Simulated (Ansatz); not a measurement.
Input file for Ansatz (a program for electronic structure):

Ansatz 0.2 input:
```yaml
crystal:
  lattice:
    - [-1.9957188107, 2.0250699538, 6.2755802105]
    - [1.9957188107, -2.0250699538, 6.2755802105]
    - [1.9957188107, 2.0250699538, -6.2755802105]
  atoms:
    - { symbol: Sr, position: [0.6447601117, 0.6447601117, 0.0] }
    - { symbol: Sr, position: [0.3552398883, 0.3552398883, 0.0] }
    - { symbol: Ta, position: [0.0, 0.0, 0.0] }
    - { symbol: N, position: [0.5, 0.0, 0.5] }
    - { symbol: O, position: [0.8385596603, 0.8385596603, 0.0] }
    - { symbol: O, position: [0.1614403397, 0.1614403397, 0.0] }
    - { symbol: O, position: [0.0, 0.5, 0.5] }
kpoints:
  mp_grid: { grid: [10, 10, 10] }
hamiltonian:
  xc: pbesol
  pseudopotentials: { kind: paw }
scf:
  occupations: { method: fixed }
phonons:
  method: dfpt
  response_accuracy: low
  eigenvectors: true
  rigid_motions: translations
  dielectric: true
```

Output (shortened):

```
Pseudopotential: Sr, paw, valence charge 10
Pseudopotential: Ta, paw, valence charge 13
Pseudopotential: N, paw, valence charge 5
Pseudopotential: O, paw, valence charge 6
Functional definition: PBEsol
Crystal: 7 atoms, lattice volume = 101.450 Å³
Basis set: ecut = 420 eV, 1977 PW (Γ), exchange–correlation on 96×96×96 points (8 copies of the dense FFT grid, shifted against one another)
Bands: 35, of which v1, the nominal top of the filled ones, is band 28 counted from 1 (27 counted from 0)
Symmetry: 8 space group operations
k-points: 504 of 1000 (irreducible under 1 space group operation, time reversal used)
SCF iter   1: F=—  HF=-18862.327624 eV  |F-HF|=—  |Δ(HF+E_count)|=         —  Δρ=1.43e-2  dr2=1.80e-1  ethr=1.77e-3  ⟨swp⟩=5.1  Hψ=79127  notcnv=0  defer=1773
preconditioner: auto → Resta (q_TF=auto, 2.471 Å⁻¹)
SCF iter   2: F=—  HF=-18862.289372 eV  |F-HF|=—  |Δ(HF+E_count)|=   3.83e-2  Δρ=4.62e-3  dr2=1.59e-2  ethr=3.22e-4  ⟨swp⟩=2.4  Hψ=32916  notcnv=0  defer=2469
SCF iter   3: F=—  HF=-18862.286137 eV  |F-HF|=—  |Δ(HF+E_count)|=   3.23e-3  Δρ=1.37e-3  dr2=1.43e-3  ethr=2.83e-5  ⟨swp⟩=2.4  Hψ=27659  notcnv=0  defer=2516
SCF iter   4: F=—  HF=-18862.286040 eV  |F-HF|=—  |Δ(HF+E_count)|=   9.71e-5  Δρ=6.95e-4  dr2=3.66e-4  ethr=2.56e-6  ⟨swp⟩=2.6  Hψ=26354  notcnv=0  defer=2520
SCF iter   5: F=—  HF=-18862.285978 eV  |F-HF|=—  |Δ(HF+E_count)|=   6.24e-5  Δρ=1.43e-4  dr2=1.92e-5  ethr=6.53e-7  ⟨swp⟩=2.0  Hψ=27638  notcnv=0  defer=2265
SCF iter   6: F=—  HF=-18862.285979 eV  |F-HF|=—  |Δ(HF+E_count)|=   1.09e-6  Δρ=4.23e-5  dr2=2.56e-6  ethr=3.42e-8  ⟨swp⟩=2.5  Hψ=29597  notcnv=0  defer=1427
SCF iter   7: F=—  HF=-18862.286083 eV  |F-HF|=—  |Δ(HF+E_count)|=   1.04e-4  Δρ=1.19e-5  dr2=1.83e-7  ethr=4.57e-9  ⟨swp⟩=2.0  Hψ=23258  notcnv=0  defer=1271
SCF iter   8: F=—  HF=-18862.286083 eV  |F-HF|=—  |Δ(HF+E_count)|=   4.12e-8  Δρ=9.75e-6  dr2=9.32e-8  ethr=3.26e-10  ⟨swp⟩=2.0  Hψ=27578  notcnv=0  defer=1271
SCF iter  10: F=-18862.286083 eV  HF=-18862.286083 eV  |F-HF|=2.91e-11  |Δ(HF+E_count)|=  8.95e-10  Δρ=2.79e-7  dr2=9.39e-11  ethr=1.00e-12  ⟨swp⟩=16.8  Hψ=151256  notcnv=0
SCF 1 converged in 10 iterations: F = -18862.286083 eV  dr2 = 9.39e-11
NSCF: frozen V_eff on 5 k-points
DFPT response loops at Γ: preconditioner auto → Resta (q_TF=auto, 2.471 Å⁻¹)  ε∞=10.1 (no band partly filled) …
── the response to a field inside a basis, on 12×12×16 k-points: an SCF that follows is theirs, and a resumed run solves both again ──
Crystal: 7 atoms, lattice volume = 101.450 Å³
Bands: 29, of which v1, the nominal top of the filled ones, is band 28 counted from 1 (27 counted from 0)
k-points: 1152 of 2304 (irreducible under 2 space group operations)
SCF iter   1: F=—  HF=-18862.261067 eV  |F-HF|=—  |Δ(HF+E_count)|=         —  Δρ=3.17e-4  dr2=2.41e-5  ethr=1.00e-1
preconditioner: auto → Resta (q_TF=auto, 2.471 Å⁻¹)
SCF iter   2: F=—  HF=-18862.261064 eV  |F-HF|=—  |Δ(HF+E_count)|=   2.49e-6  Δρ=1.34e-4  dr2=8.51e-6  ethr=4.29e-8
SCF iter   3: F=—  HF=-18862.261064 eV  |F-HF|=—  |Δ(HF+E_count)|=   1.92e-7  Δρ=6.98e-5  dr2=1.33e-6  ethr=1.52e-8
SCF iter   4: F=—  HF=-18862.261064 eV  |F-HF|=—  |Δ(HF+E_count)|=   1.07e-7  Δρ=1.11e-5  dr2=1.06e-7  ethr=2.38e-9
SCF iter   5: F=-18862.261064 eV  HF=-18862.261064 eV  |F-HF|=1.37e-8  |Δ(HF+E_count)|=   1.06e-8  Δρ=4.97e-6  dr2=2.34e-8  ethr=1.90e-10
SCF 1 converged in 5 iterations: F = -18862.261064 eV  dr2 = 2.34e-8
DFPT response loops at Γ: preconditioner auto → Resta (q_TF=auto, 2.471 Å⁻¹)  ε∞=9.9 (no band partly filled) …
WARN: field response: ε∞ stands inside a basis, on 12×12×16 points …
SCF converged after 10 iterations
Free energy (F): -18862.286083 eV
Harris-Foulkes:  -18862.286083 eV  (|F-HF|=2.91e-11)
Internal energy: -18862.286083 eV  (E = F + TS)
E sigma→0 (E₀):  -18862.286083 eV
Fermi energy:    10.710256 eV
--- Per-component energies (eV) ---
  E_band       = -284.150962
  E_kinetic    = 1513.854781
  E_local      = -3423.188141  (includes V_loc(G=0)·N_el)
  E_nonlocal   = 613.965992
  E_hartree    = 1111.716310
  E_xc         = -841.920989
  E_vxc        = -887.974852  (∫ρ·V_xc dr)
  E_paw        = -14140.669631  (= ΣΔE_a)
  E_vpaw       = -324.248701  (= ΣTr[D̂ρ^β])
  E_aug_tail   = 0.007470  (compensation charges beyond the density's cutoff)
  E_ewald      = -3696.668179
  E_core_change = 0.616304  (= ΣΔE_core)
  E_smearing   =  0.000000  (= −TS)
  E_closure    = 0.000000  (closes the sum)
  Σ components = -18862.286083   (vs F -18862.286083, Δ=0.00e0)
  [band-id]    e_kinetic+e_local+e_nonlocal+2·e_hartree+e_vxc+e_vpaw+e_augmentation_tail = -284.150831   (vs E_band -284.150962, Δ=1.31e-4)
--- Band table (eV; the first three rows and the last of 504) ---
  k-point 0: bands = ["-57.3707", "-24.1665", "-24.0196", "-23.8133", "-23.2157", "-23.1360", "-8.6127", "-7.0963", "-6.4544", "-5.3328", "-5.2543", "-5.2447", "-5.2388", "-5.1606", "-4.7477", "-2.2204", "6.0856", "6.4095", "6.5325", "6.6988", "7.4295", …
  k-point 1: bands = ["-57.3707", "-24.1779", "-24.0170", "-23.8190", "-23.2071", "-23.1376", "-8.5169", "-7.1393", "-6.5302", "-5.3503", "-5.3293", "-5.2112", "-5.2027", "-5.0474", "-4.7206", "-2.1190", "5.9959", "6.0980", "6.3733", "6.4846", "7.1963", …
  k-point 2: bands = ["-57.3705", "-24.2061", "-24.0110", "-23.8318", "-23.1887", "-23.1408", "-8.2593", "-7.1967", "-6.6412", "-5.4451", "-5.3886", "-5.1433", "-5.1323", "-4.9798", "-4.6639", "-1.8278", "5.4453", "5.6412", "5.7816", "6.3799", "6.7755", …
  k-point 503: bands = ["-57.3707", "-24.1666", "-24.0228", "-23.8133", "-23.1754", "-23.1728", "-8.6518", "-6.8844", "-6.6683", "-5.3782", "-5.2811", "-5.2059", "-5.1157", "-5.0946", "-4.8298", "-2.2804", "6.3169", "6.5475", "6.5652", "6.7462", "7.4881", …
--- Phonons (Γ-DFPT): 15 representative perturbations + reference, on 504 of 1000 k-points (Σ response iterations 46) ---
  ASR residual: 2.399e-4 → 0.000e0 eV/Å²; symmetrization residual: 1.365e-4 eV/Å²
  ASR residual per site (eV/Å²): 1.42e-4 1.42e-4 2.16e-4 1.05e-4 1.46e-4 1.46e-4 2.40e-4
  Γ frequencies (cm⁻¹): -202.29 -130.39 0.00 0.00 0.00 50.39 90.18 100.26 112.04 156.71 167.89 201.72 210.36 239.20 262.31 264.24 314.31 507.14 591.83 618.62 633.25
  ε∞ (high-frequency dielectric tensor):
        5.961053     0.000000     0.000000
        0.000000     7.820420     0.000000
        0.000000     0.000000     4.787702
  ε⁰ (static dielectric tensor): not given — an optical mode at Γ is not stable, and the ionic part, a sum over the modes at Γ, is formed only where all of …
  softest optical mode at Γ: -202.29 cm⁻¹; the repairs (sum rule, projections) moved no ω² at Γ by more than (7.73 cm⁻¹)²
  Born effective charges Z* (e; rows j = field, columns β = displacement):
    site 0:
         2.44341    0.00000    0.00000
         0.00000    2.16494    0.00000
         0.00000    0.00000    2.79888
    site 1:
         2.44341    0.00000    0.00000
         0.00000    2.16494    0.00000
         0.00000    0.00000    2.79888
    site 2:
         8.25890    0.00000    0.00000
         0.00000   11.56821    0.00000
         0.00000    0.00000    5.58597
    site 3:
        -3.50342    0.00000    0.00000
         0.00000   -8.49255    0.00000
         0.00000    0.00000   -1.91094
    site 4:
        -1.84920    0.00000    0.00000
         0.00000   -2.37027    0.00000
         0.00000    0.00000   -3.92717
    site 5:
        -1.84920    0.00000    0.00000
         0.00000   -2.37027    0.00000
         0.00000    0.00000   -3.92717
    site 6:
        -5.94391    0.00000    0.00000
         0.00000   -2.66499    0.00000
         0.00000    0.00000   -1.41843
  Z* charge neutrality: 8.507e-3 e pre-enforcement
  solved inside a basis spanned on kpoints, on 12×12×16 k-points, its susceptibility summed on 14×14×18 …
  optical modes at Γ without the LO–TO term, one row a degenerate level:
      ω (cm⁻¹)  modes    IR ((D/Å)²/amu)
       -202.29      1            44.1259
       -130.39      1           100.7877
         50.39      1            24.3329
         90.18      1             0.0000
        100.26      1             0.0000
        112.04      1             0.9485
        156.71      1             0.2299
        167.89      1             2.8969
        201.72      1             0.0000
        210.36      1             5.6848
        239.20      1             0.0000
        262.31      1             0.5647
        264.24      1             0.0000
        314.31      1            42.4649
        507.14      1            15.5725
        591.83      1            57.3478
        618.62      1             0.0000
        633.25      1            24.1767
  optical modes at Γ + LO–TO along q̂ = [1.0000, 0.0000, 0.0000]:
      ω (cm⁻¹)  modes    IR ((D/Å)²/amu)
       -130.39      1           100.7877
       -123.39      1             0.5575
         90.18      1             0.0000
        100.26      1             0.0000
        112.04      1             0.9485
        156.20      1             0.0088
        167.89      1             2.8969
        201.72      1             0.0000
        210.36      1             5.6848
        239.20      1             0.0000
        262.31      1             0.5647
        264.24      1             0.0000
        314.31      1            42.4649
        396.03      1            31.2955
        507.14      1            15.5725
        591.83      1            57.3478
        618.62      1             0.0000
        740.73      1            61.0036
  optical modes at Γ + LO–TO along q̂ = [0.0000, 1.0000, 0.0000]:
      ω (cm⁻¹)  modes    IR ((D/Å)²/amu)
       -202.29      1            44.1259
         50.39      1            24.3329
         90.18      1             0.0000
        100.26      1             0.0000
        110.48      1             0.0173
        156.71      1             0.2299
        167.89      1             2.8969
        199.31      1             0.4459
        201.72      1             0.0000
        239.20      1             0.0000
        262.31      1             0.5647
        264.24      1             0.0000
        314.31      1            42.4649
        388.64      1            24.8780
        507.14      1            15.5725
        618.62      1             0.0000
        633.25      1            24.1767
        793.75      1           139.4274
  optical modes at Γ + LO–TO along q̂ = [0.0000, 0.0000, 1.0000]:
      ω (cm⁻¹)  modes    IR ((D/Å)²/amu)
       -202.29      1            44.1259
       -130.39      1           100.7877
         50.39      1            24.3329
         90.18      1             0.0000
        100.26      1             0.0000
        112.04      1             0.9485
        156.71      1             0.2299
        176.83      1             0.1644
        201.72      1             0.0000
        210.36      1             5.6848
        239.20      1             0.0000
        262.95      1             0.0104
        264.24      1             0.0000
        439.65      1             5.9536
        591.83      1            57.3478
        618.62      1             0.0000
        633.25      1            24.1767
        655.23      1            55.3707
```

Cost: roughly 70 core-minutes on shared cores.

Space group Immm. The first step of the workflow began from a Materials Project structure, measured or hypothetical; the Crystallography Open Database copy checked does not list it. With N and O taken as one species the cell has the higher symmetry I4/mmm, so it may be an ordered model of a mixed-site phase. Whether it is the stable phase at ambient conditions was not checked. The PBEsol relaxation kept the symmetry of its start. At this level the phase is dynamically unstable (imaginary phonons). No spin polarisation was allowed. Scalar-relativistic: spin–orbit coupling is off unless named, which matters more the heavier the elements.

Potentials: the later of the program's two PAW sets.

Ansatz is a plane-wave DFT program.
